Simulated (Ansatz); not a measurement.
Below is a relaxed structure of Sn3PbS4. The cell was found from a structure generator's guess, not taken from experiment.

These are results of DFT PBE, scalar-relativistic, plane waves, PAW in Ansatz, not measurements. Cutoff 420 eV, Γ-centred mesh, Gaussian smearing, no spin polarisation.

```yaml
crystal:
  lattice:
    - [6.22529, -4.14164, 0.00000]
    - [6.22529, 4.14164, 0.00000]
    - [-1.23206, 0.00000, 4.01630]
  atoms:
    - { symbol: Sn, position: [0.50313, 0.01029, 0.93911] }
    - { symbol: Sn, position: [0.99590, 0.99590, 0.60914] }
    - { symbol: Sn, position: [0.01029, 0.50313, 0.93911] }
    - { symbol: Pb, position: [0.50456, 0.50456, 0.60677] }
    - { symbol: S, position: [0.21839, 0.72836, 0.06862] }
    - { symbol: S, position: [0.77585, 0.77585, 0.38588] }
    - { symbol: S, position: [0.27462, 0.27462, 0.38517] }
    - { symbol: S, position: [0.72836, 0.21839, 0.06862] }
```

The zero of energy is the elements' standard structures at the same level; no fitted shifts are applied. The references include grey tin.

(1) What space group does it have?

(2) What is its formation energy per atom?

(3) Is it a metal?

Answers

(1) Cm (No. 8). Conventional cell: a = 12.451 Å, b = 8.283 Å, c = 4.201 Å, β = 107.1°. Sn on a site of symmetry 1 is surrounded by 3 S at 2.59–2.78 Å and 2 S at 3.15–3.19 Å; Sn on a site of symmetry m has 1 S at 2.62 Å and 4 S at 2.87–3.00 Å; Pb has 1 S at 2.74 Å and 4 S at 2.97–3.03 Å; around S on a site of symmetry 1 lie 1 Sn at 2.59 Å, 2 Sn at 2.87–3.00 Å and 2 Pb at 2.97–3.03 Å; 2 more sites not described.

(2) −0.461 eV/atom. Whether it is stable depends on the other phases of the system, which aren't compared here.

(3) No, the gap on the 4×4×8 mesh is 0.65 eV.

The last run used a 4×4×8 mesh (in the run's order of axes) for its 8-atom cell and Gaussian smearing of 0.02 eV. No dispersion correction is applied, so the spacing and binding between layers, chains or molecules are poorly described. Spin–orbit coupling, which can matter for Pb, is left out. Kohn–Sham gaps at this level usually fall short of measured ones. The missing spin–orbit coupling can work the other way here. The reference form of S is held partly by dispersion forces, which this level lacks. A later test with randomly moved atoms came back to the same energy, though modes that don't fit the test's cell weren't probed.
